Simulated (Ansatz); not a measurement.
Values for one crystal, relaxed and computed with r²SCAN in the plane-wave PAW code Ansatz; other levels are named.

| Item | Value |
|---|---|
| Volume per atom | 11.41 Å³ |
| Electronic character | metallic (no gap) |
| Formation energy from the elements (no fitted shifts) | -0.42 eV/atom |
| Density of states at the Fermi level | 0.22 states/eV per atom (mean over ±0.08 eV) |

### Question
Pick the material that matches.
A. GeRh, CsCl type
B. LuNiC2, Amm2 (Lu on 2a, Ni on 2b, C on 4e)
C. Lu2AlSi2, Immm (Lu on 4j, Al on 2a, Si on 4h)
D. SiC, rock salt

### Answer
B, LuNiC2, Amm2 (Lu on 2a, Ni on 2b, C on 4e)

The workflow started from a Materials Project entry (that database holds measured and hypothetical structures alike); the Crystallography Open Database copy checked does not list it. Whether it is the stable phase at ambient conditions was not checked. Symmetry was held in the r²SCAN relaxation; its stability against distortions is not shown here. No spin polarisation was allowed. The references are the lowest solids computed at this level, not always the standard phases. Spin–orbit coupling is left out wherever it is not named.

Potentials: the later of the program's two PAW sets.
